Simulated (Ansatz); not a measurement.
AgW (CsCl type, Pm-3m) under volume change, r²SCAN (plane waves, PAW; program Ansatz), scaled uniformly.

| V (Å³/atom) | E − E(relaxed) (meV/atom) | P (GPa) |
|---|---|---|
| 14.822 | 107.5 | 25.75 |
| 15.311 | 44.9 | 15.63 |
| 15.800 | 10.6 | 7.13 |
| 16.288 | 0.0 | 0.00 |
| 16.777 | 9.4 | -5.98 |
| 17.266 | 35.5 | -10.97 |
| 17.754 | 75.4 | -15.13 |

Question: What does a third-order Birch–Murnaghan fit give for V₀, B₀ and B′?

Answer: V₀ = 16.29 Å³/atom, B₀ = 217 GPa, B′ = 4.9.

The start of the workflow was typed in or built on a structure type; neither database checked (COD, Materials Project) lists it. Its standing as an ambient phase is unchecked. The r²SCAN relaxation kept the symmetry of its start. At this level the phase is mechanically unstable. No spin polarisation was allowed. Its formation energy is positive at this level, so the cell may be metastable or incomplete. Spin–orbit coupling is left out wherever it is not named.

Potentials: the later of the program's two PAW sets.
